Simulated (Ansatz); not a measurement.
Q: Each is relaxed and computed with DFT-PBEsol in the program Ansatz with PAW potentials. Which is the only metal?
A) GaAs, P4_2/mnm (Ga on 4g, As on 4f)
B) Ca3BiN, anti-perovskite
C) Sr3AsN, anti-perovskite
D) GaRu3C, anti-perovskite

A: D, GaRu3C, anti-perovskite. GaRu3C: metal; GaAs: gap 0.48 eV; Ca3BiN: gap 0.31 eV (direct); Sr3AsN: gap 0.38 eV (direct). Typed or built starts, not in the databases checked: GaRu3C, anti-perovskite; GaAs, P4_2/mnm (Ga on 4g, As on 4f). Not the usual ambient phase: GaAs, P4_2/mnm (Ga on 4g, As on 4f). Standing as an ambient phase not checked: Ca3BiN, anti-perovskite; Sr3AsN, anti-perovskite. All cells were relaxed under the symmetry of their starts (and spin orders); stability against distortions was not tested throughout. Rows with no word on spin ran without spin polarisation. Scalar-relativistic: spin–orbit coupling is off unless named, which matters more the heavier the elements.

Potentials: the later of the program's two PAW sets.
